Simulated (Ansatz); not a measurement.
**Computed properties of As₂Pt**

As2Pt:
```yaml
crystal:
  lattice:
    - [5.98034, 0.00000, 0.00000]
    - [0.00000, 5.98034, 0.00000]
    - [0.00000, 0.00000, 5.98034]
  atoms:
    - { symbol: Pt, position: [0.00000, 0.00000, 0.00000] }
    - { symbol: Pt, position: [0.50000, 0.00000, 0.50000] }
    - { symbol: Pt, position: [0.50000, 0.50000, 0.00000] }
    - { symbol: Pt, position: [0.00000, 0.50000, 0.50000] }
    - { symbol: As, position: [0.38301, 0.38301, 0.38301] }
    - { symbol: As, position: [0.11699, 0.61699, 0.88301] }
    - { symbol: As, position: [0.88301, 0.11699, 0.61699] }
    - { symbol: As, position: [0.61699, 0.88301, 0.11699] }
    - { symbol: As, position: [0.61699, 0.61699, 0.61699] }
    - { symbol: As, position: [0.88301, 0.38301, 0.11699] }
    - { symbol: As, position: [0.11699, 0.88301, 0.38301] }
    - { symbol: As, position: [0.38301, 0.11699, 0.88301] }
```

Space group Pa-3 (No. 205); conventional cell a = b = c = 5.980 Å, α = β = γ = 90.00°.

Method: DFT-PBEsol in the program Ansatz with PAW potentials. The cell and atoms are relaxed at this level. Other levels are named where they apply.

**Cell and energy**

Volume per atom: 17.82 Å³
Density: 10.71 g/cm³
Formation energy from the elements (no fitted shifts): -0.55 eV/atom

**Electronic structure**

- Band gap = 0.21 eV (indirect)
- Valence-band maximum = off the standard path, at k = (0.000, 0.357, 0.378) in fractions of the reciprocal vectors
- Conduction-band minimum = at R
- Smallest direct gap on the standard path = 1.00 eV
- Hole effective mass = 0.12, 0.19, 0.47 mₑ (principal values)
- HSE06 gap on the PBEsol cell = 0.70 eV

**Mechanics**

- Bulk modulus (Birch–Murnaghan fit): 155 GPa
- Pressure derivative B′: 5.0
- Elastic constants (relaxed ions, GPa): C11 = 326, C12 = 70.6, C44 = 74.4
- Mechanical stability: stable (all eigenvalues of C positive)
- Hill bulk and shear moduli: 156 and 92.5 GPa
- Young's modulus: 232 GPa
- Poisson's ratio: 0.25
- Debye temperature from the elastic constants: 372 K

**Phonons**

* **Highest zone-centre frequency (without LO–TO term)**: 280 cm⁻¹
* **Zone-centre stability**: no imaginary mode at Γ

The PBEsol relaxation kept the symmetry of its start. No spin polarisation was allowed. The references are the lowest solids computed at this level, not always the standard phases. Scalar-relativistic: spin–orbit coupling is off unless named, which matters more the heavier the elements.

Potentials: the later of the program's two PAW sets.
